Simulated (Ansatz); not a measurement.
Input:

BeS:
Space group Fm-3m (No. 225); a = b = c = 4.6293 Å, α = β = γ = 90.00°

```
atom  site  symmetry       x       y       z
----  ----  --------  ------  ------  ------
S       4a      m-3m  0.0000  0.0000  0.0000
Be      4b      m-3m  0.5000  0.5000  0.5000
```
(The calculation used a cell of 2 atoms; values per cell refer to that cell.)

This is the PBE-relaxed structure.

**Question.** All from the program Ansatz at the PBE level (PAW), unless another level is named. Estimate the hole effective mass.

**Answer.** 0.19, 0.92, 1.2 mₑ (principal values).

**Question.** And the electron effective mass?

**Answer.** 0.29, 0.29, 0.97 mₑ (principal values).

**Question.** Next, the smallest direct gap on the standard path?

**Answer.** 4.16 eV.

**Question.** Next, the weight of the valence-edge state by species (Voronoi cells)?

**Answer.** S 86 %, Be 14 %.

**Question.** Give the conduction-band minimum.

**Answer.** at X (3 equivalent valleys).

The cell is a constructed one: a structure type filled with these elements; neither database checked (COD, Materials Project) lists it. COD files the formula under space group No. 216, so this cell is another polymorph or a model. Whether it is the stable phase at ambient conditions was not checked. Symmetry was held in the PBE relaxation; whether a distortion lowers the energy is not shown.

Potentials: the later of the program's two PAW sets.
